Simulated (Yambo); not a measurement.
```
MgO
1.0
    0.00000     2.12748     2.12748
    2.12748     0.00000     2.12748
    2.12748     2.12748     0.00000
O Mg
1 1
Cartesian
  2.12748   2.12748   2.12748
  4.25497   4.25497   4.25497
```

Response from Yambo on PBEsol (pw.x of Quantum ESPRESSO, ONCV potentials, without SOC) bands: 18×18×18 mesh, 15 bands, 4 Ry local-field block, 0.2 eV broadening.

### Question
Give the static electronic dielectric constant without and with local fields.

### Answer
```json
[
 {"field along": "x", "ε(0), independent particles": "3.25", "ε(0), RPA with local fields": "3.13", "refractive index √ε": "1.77"}
]
```
Electronic (clamped-ion) response only. PBEsol gaps are usually too small, which raises these values. Convergence of the RPA response with its 18×18×18 mesh was not tested.

Geometry strained from the cell relaxed with PBEsol, atoms relaxed again.
